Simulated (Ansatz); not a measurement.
# Structure relaxation, Pt

The start is a relaxed Pt cell displaced along its unstable phonon at q = (0, 0, ½) of its primitive reciprocal cell (28i cm⁻¹), largest move 0.15 Å. The structure is fully relaxed (lattice and positions, P = 0) with PBE (plane waves to 420 eV, PAW, scalar-relativistic; Ansatz, a quantum-chemistry and plane-wave program). The first steps use a coarse 14×14×6 k-mesh.

Input geometry:
```yaml
crystal:
  lattice:
    - [2.69042, 0.00000, 0.00000]
    - [-1.34521, 2.32997, 0.00000]
    - [0.00000, 0.00000, 5.37691]
  atoms:
    - { symbol: Pt, position: [0.96781, 0.93562, 0.00000] }
    - { symbol: Pt, position: [0.03219, 0.06438, 0.50000] }
```

### Question
Which atoms feel the largest initial force, and how large is it?

### Answer
0.08 eV/Å, on Pt1, Pt2 (atoms numbered as listed).

### Question
How do the shortest distances between atoms change?

### Answer
The closest pairs of elements (up to four, under 3.6 Å), start → end: Pt–Pt 2.69 → 2.69 Å.

Relaxed structure:

```cif
data_Pt
_chemical_formula_sum 'Pt1'
_space_group_name_H-M_alt 'P6/mmm'
_space_group_IT_number 191
_space_group_name_Hall '-P 6 2'
_cell_length_a 2.69039
_cell_length_b 2.69039
_cell_length_c 2.68847
_cell_angle_alpha 90.000
_cell_angle_beta 90.000
_cell_angle_gamma 120.000
loop_
_atom_site_label
_atom_site_type_symbol
_atom_site_symmetry_multiplicity
_atom_site_Wyckoff_symbol
_atom_site_fract_x
_atom_site_fract_y
_atom_site_fract_z
_atom_site_occupancy
Pt1 Pt 1 a 0.00000 0.00000 0.00000 1
```

Final values are on a 20×20×17 k-mesh of the relaxed cell. No spin polarisation in the result.

The run could not lose the symmetry of its start, so the end can be a saddle point.

The relaxed structure here is a generated cell of Pt: the first start was made by placing the elements on the sites of a structure type, and the end was not matched to a known phase here, so it may be hypothetical. Known forms of Pt include space group No. 225.
